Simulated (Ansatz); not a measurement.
**Structures of K$_{2}$Y: which is lowest?**

Plane-wave DFT in Ansatz with scalar-relativistic PAW potentials, cutoff 420 eV, Γ-centred meshes chosen by cell and gap, Gaussian smearing with energies taken to zero width. Every cell was relaxed (cell and atoms) in a run of its own, within the symmetry of its start. Functional: PBE.

Relaxed structures (starts from databases or built by putting these elements on another compound's sites):
A. I4/mmm, 3 atoms in the computed cell, a = 3.759 Å, c = 21.443 Å; sites (symmetry × multiplicity) K 4mm × 4, Y 4/mmm × 2; start: built
B. P6/mmm, 3 atoms in the computed cell, a = 6.860 Å, c = 3.706 Å; sites (symmetry × multiplicity) K -6m2 × 2, Y 6/mmm × 1; start: built

**Question.** Rank them by energy. Could pressure change the order?

**Answer.**
```csv
structure,group,E − E(lowest) (meV/atom),V (Å³/atom),gap on mesh (eV)
A,I4/mmm,0.0,50.49,0.00
B,P6/mmm,93,50.34,0.00
```

A is lowest, 93 meV/atom under B. The two lowest differ in volume by under 3 %, too little for a first-order estimate of what pressure does to that pair (other pairs aren't weighed here); with rigid cells even 3 % in favour of the higher one would need about 10 GPa. Other structures may lie lower than all of these, and vibrations aren't counted.